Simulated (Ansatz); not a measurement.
A: Pd (fcc, Cu type), a = b = c = 3.943 Å, α = β = γ = 90.00°
B: InP (zinc blende), a = 5.960 Å, b = 5.960 Å, c = 5.960 Å, α = 90.00°, β = 90.00°, γ = 90.00°
C: ZrO$_{2}$ (fluorite), a = 5.116 Å, b = 5.116 Å, c = 5.116 Å, α = 90.00°, β = 90.00°, γ = 90.00°

Scan: energy against volume (even scaling of the relaxed cell, symmetry kept). All come from one method, each on a k mesh of its own. All were relaxed with their symmetry unable to fall. Pd is run without spin polarisation. The PAW data are Ansatz's earlier set. This is a high-temperature form of ZrO2. ZrO2 is run without spin polarisation.

Task: Rank these by bulk modulus (fitted) (highest first), as PBE (plane waves to 420 eV, PAW, scalar-relativistic; Ansatz, a quantum-chemistry and plane-wave program) gives it.

Result: C (236 GPa), A (168 GPa), B (59.1 GPa)

(Under strain, the slope of the energy per volume gives the stress and its curvature an elastic modulus.)
